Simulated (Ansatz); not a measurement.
A relaxed cell of YAlC₄N₄ is given with its symmetry left out. The cell was found from a structure generator's guess, not taken from experiment.

Method: Ansatz 0.2.0, DFT PBE, scalar-relativistic, plane waves, PAW. Cutoff 420 eV, Γ-centred mesh, Gaussian smearing, collinear spin.

```
CELL_PARAMETERS angstrom
6.26583 0.00000 0.00000
0.00000 6.26583 0.00000
0.00000 0.00000 6.26583
ATOMIC_POSITIONS crystal
Y 0.00000 0.00000 0.00000
Al 0.50000 0.50000 0.50000
C 0.22131 0.22131 0.22131
C 0.22131 0.77869 0.77869
C 0.77869 0.22131 0.77869
C 0.77869 0.77869 0.22131
N 0.33053 0.33053 0.33053
N 0.33053 0.66947 0.66947
N 0.66947 0.33053 0.66947
N 0.66947 0.66947 0.33053
```

Energies over the elements count from the elements' standard structures at the same level (N₂ as a molecule), with no fitted energy shifts.

(1) Find its symmetry and describe it.

(2) What is its formation energy per atom?

(3) Is it a metal?

(4) Which magnetic moments does it keep?

(5) From what recipe could a structure generator have reached it?

Results:

(1) P-43m (No. 215). Conventional cell: a = 6.266 Å. Around Y lie 4 C at 2.40 Å; Al is surrounded by 4 N at 1.84 Å; C is surrounded by 1 N at 1.19 Å and 1 Y at 2.40 Å; around N lie 1 C at 1.19 Å and 1 Al at 1.84 Å.

(2) +0.10 eV/atom. The separate elements lie lower, so it is unstable against them.

(3) Yes, bands cross the Fermi level on the 6×6×6 mesh.

(4) 0.19 μB per atom net, the space between the atoms included; by site: Y 0.3 μB.

(5) One such recipe: two interpenetrating cyanide-bridged diamond nets (P-43m, No. 215). Other recipes can lead to the same cell.

The last run used collinear spin, a 6×6×6 mesh for its 10-atom cell and Gaussian smearing of 0.10 eV. The reference form of C is held partly by dispersion forces, which this level lacks. Another magnetic order may lie lower. Symmetry constrained the relaxation, so the result can be a saddle point. Another cell of YAlC4N4 relaxed alike but without spin, in P-43m, lies 13 meV/atom lower, so this cell isn't the stable form at this level.
